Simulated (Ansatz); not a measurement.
Single point in Ansatz 0.2.0 with r2SCAN, with U_eff = 5.6 eV on Fe d (all-electron-ortho-atomic projectors), no spin polarisation. Cutoff 500 eV, PAW datasets, 8×8×3 Γ-centred k mesh, fermi-dirac filling (width 0.0108 eV).

Computed maps in the lattice plane spanned by a (left to right, 4.02 Å, 12 points from zero) and b (bottom to top, 4.02 Å, 12 points from zero), 90° apart, at height 0.619 along c. The fields are smooth PAW ones with compensation charges, not the true ones near nuclei.

Valence density. Digits on a logarithmic scale: 0 up to 0.03 e/Å³, each further digit a factor of 1.6, 9 from 1.3 e/Å³ up:
```
223579997532
333468986433
554456665445
876569996567
998699999689
999699999699
998699999689
876569996567
554456665445
333468986433
223579997532
223589998532
```

The cell is Fe3Te4ClO8. Which atoms lie within 0.2 Å of this plane, and where (fractions of a and b)?

Fe at (0.50, 0.50), O at (0.50, 0.00), O at (0.00, 0.50). The whole cell:
```
Te Fe O Cl
1.0
     4.01943    0.00000    0.00000
     0.00000    4.01943    0.00000
     0.00000    0.00000   15.69836
Te Fe O Cl
4 3 8 1
Direct
  0.00000 0.00000 0.00000
  0.00000 0.00000 0.23700
  0.00000 0.00000 0.50100
  0.00000 0.00000 0.74500
  0.50000 0.50000 0.36300
  0.50000 0.50000 0.61900
  0.50000 0.50000 0.87000
  0.50000 0.00000 0.33900
  0.00000 0.50000 0.33900
  0.50000 0.50000 0.47800
  0.50000 0.00000 0.60700
  0.00000 0.50000 0.60700
  0.50000 0.50000 0.74700
  0.50000 0.00000 0.91500
  0.00000 0.50000 0.91500
  0.50000 0.50000 0.12100
```

Origin: a known structure type with other elements, at an estimated volume, so it need not be a known compound. Caveats: no spin polarisation, so a magnetic state may lie lower; atoms or cell far from equilibrium.
